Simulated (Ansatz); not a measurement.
Cu2Sb:
```cif
data_Cu4Sb2
_chemical_formula_sum 'Cu4 Sb2'
_space_group_name_H-M_alt 'P 1'
_space_group_IT_number 1
_cell_length_a 3.99933
_cell_length_b 3.99933
_cell_length_c 6.06118
_cell_angle_alpha 90.000
_cell_angle_beta 90.000
_cell_angle_gamma 90.000
loop_
_space_group_symop_operation_xyz
  'x, y, z'
loop_
_atom_site_label
_atom_site_type_symbol
_atom_site_fract_x
_atom_site_fract_y
_atom_site_fract_z
_atom_site_occupancy
Cu1 Cu 0.00000 0.00000 0.00000 1
Cu2 Cu 0.50000 0.50000 0.00000 1
Sb1 Sb 0.50000 0.00000 0.70225 1
Sb2 Sb 0.00000 0.50000 0.29775 1
Cu3 Cu 0.50000 0.00000 0.26562 1
Cu4 Cu 0.00000 0.50000 0.73438 1
```

Relaxed with r²SCAN.

Question: Which orbitals make up the states near the Fermi level in r²SCAN (plane waves, PAW; program Ansatz)?

Answer: Within 0.5 eV of the Fermi level: Sb 5p 56 %, Cu 3d 23 %, Cu 4s 7 %, outside the projected shells 9 %. Projections are on Löwdin-orthogonalised atomic valence shells; empty p or d shells of many metals are not among them.

Question: Tabulate the density of states.

Answer: States/eV per cell of 6 atoms, in 0.25 eV bins, energy from the Fermi level.

```tsv
E (eV)	total	Cu 3d	Sb 5p	Cu 4s
-7.85	0.00	0.00	0.00	0.00
-7.60	0.03	0.00	0.02	0.01
-7.35	0.54	0.05	0.27	0.20
-7.10	0.97	0.10	0.47	0.34
-6.85	1.63	0.22	0.77	0.52
-6.60	3.29	0.60	1.50	0.92
-6.35	4.08	0.97	1.79	1.00
-6.10	1.91	0.58	0.76	0.38
-5.85	1.38	0.53	0.52	0.20
-5.60	1.97	0.79	0.78	0.29
-5.35	2.49	1.09	0.94	0.34
-5.10	3.49	1.78	1.18	0.40
-4.85	6.53	4.23	1.63	0.53
-4.60	10.29	7.85	1.95	0.32
-4.35	11.72	9.70	1.49	0.32
-4.10	14.77	13.18	1.00	0.30
-3.85	17.95	16.37	1.05	0.18
-3.60	15.63	14.45	0.87	0.09
-3.35	11.92	10.90	0.83	0.07
-3.10	11.42	10.87	0.44	0.04
-2.85	26.03	25.30	0.40	0.11
-2.60	19.85	18.88	0.42	0.29
-2.35	6.36	5.14	0.69	0.24
-2.10	4.98	3.44	0.97	0.25
-1.85	4.03	2.33	1.14	0.26
-1.60	3.39	1.67	1.19	0.23
-1.35	2.97	1.27	1.18	0.21
-1.10	2.77	1.02	1.22	0.19
-0.85	2.30	0.75	1.10	0.16
-0.60	2.09	0.61	1.08	0.13
-0.35	1.79	0.48	0.98	0.10
-0.10	1.69	0.41	0.97	0.09
0.15	1.68	0.37	0.95	0.13
0.40	1.68	0.33	0.94	0.17
0.65	1.40	0.25	0.76	0.20
0.90	1.63	0.27	0.89	0.25
1.15	1.98	0.30	1.12	0.32
1.40	1.13	0.15	0.51	0.31
1.65	0.91	0.09	0.26	0.36
1.90	1.17	0.09	0.24	0.50
2.15	1.67	0.10	0.35	0.67
2.40	2.12	0.12	0.48	0.82
2.65	2.24	0.13	0.55	0.84
2.90	1.92	0.10	0.47	0.72
3.15	1.99	0.10	0.49	0.76
3.40	2.66	0.12	0.63	1.02
3.65	2.92	0.12	0.68	1.11
3.90	2.47	0.09	0.54	0.93
4.15	2.64	0.08	0.56	0.93
4.40	2.79	0.07	0.58	0.89
4.65	2.98	0.07	0.69	0.91
4.90	2.86	0.06	0.60	0.71
```

Space group P4/nmm. The workflow started from an entry of the Crystallography Open Database (COD). Its standing as an ambient phase is unchecked. The r²SCAN relaxation kept the symmetry of its start; its stability against distortions is not shown here. The run is not spin-polarised. Spin–orbit coupling is left out wherever it is not named.

Potentials: the later of the program's two PAW sets.
